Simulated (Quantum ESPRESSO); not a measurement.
# Planted mistakes on one cell of Mg2GaFS3

The results below are calculated, not measured. They come from pw.x of Quantum ESPRESSO 7.5, a plane-wave density functional program, with PseudoDojo standard norm-conserving files (v0.5 for PBE, v0.4.1 for LDA and PBEsol). The cells are made up: elements, strain and atom displacements were drawn at random, and nothing was relaxed. There is no spin polarisation, spin-orbit coupling or dispersion term.

The cell has 8 sites of a zincblende or diamond lattice. Sites 1 to 4 hold empty Mg Mg Ga; sites 5 to 8 hold F S S S. Cell vectors in Å: (5.202, -0.030, -0.005); (-0.030, 5.058, 0.102); (-0.005, 0.102, 5.187). Settings: PBE, cutoff 1143 eV, 4 x 4 x 4 k mesh shifted by half a step, Fermi-Dirac smearing of 0.025 eV.

The intended run has a self-consistency threshold of 1e-07 eV, a smearing term of 0.000 eV, a pressure of 9.84 GPa and 10 iterations. Each further run changes one thing: all lengths scaled by 1.0079; atoms of sites 3 and 5 exchanged; cutoff 602 eV; files of LDA; k mesh 2 x 2 x 2; one electron removed; smearing 0.31 eV; threshold 0.9 eV. A coarse mesh keeps the shift, and a charged cell sits in a uniform background.

```
run  change of free energy (eV)  smearing term -TS (eV)  change of P (GPa)  largest change of a force component (eV/Å)  iterations
  A                       6.802                   0.000              -4.73                                       0.215          10
  B                       8.344                  -0.009               4.85                                       6.596          12
  C                      -4.620                  -0.011             -12.31                                       0.769          12
  D                      37.931                   0.000            -204.05                                       0.163          10
  E                      -0.179                   0.000              -2.05                                       0.209          10
  F                       0.095                   0.000               0.23                                       0.063          10
  G                      -0.044                  -0.172               0.24                                       0.091          10
  H                       0.131                   0.000               2.84                                       1.151           3
```

A rerun of the intended cell at 1437 eV and k mesh 6 x 6 x 6 moved values by no more than 0.003 eV in the cell's energy, 0.02 GPa in stress and 0.006 eV/Å in force.

Question: which change belongs to which run?

## Worked reading

Run H has the fewest iterations, as a run stopped early does. Run G has the largest smearing term, as wide smearing gives. Run D has a higher energy and the largest fall in pressure, as too small a basis gives. Run E changes the volume by a factor of 1.0239; minus its pressure change over the logarithm of that factor, 87 GPa, is a rough bulk modulus with clamped atoms. Energies from files of another functional, or of a charged cell, have another zero and say nothing on stability; the pressure of a charged cell rests on the program's zero of potential too.

## Key

| run | change |
| --- | --- |
| A | files of LDA |
| B | atoms of sites 3 and 5 exchanged |
| C | one electron removed |
| D | cutoff 602 eV |
| E | all lengths scaled by 1.0079 |
| F | k mesh 2 x 2 x 2 |
| G | smearing 0.31 eV |
| H | threshold 0.9 eV |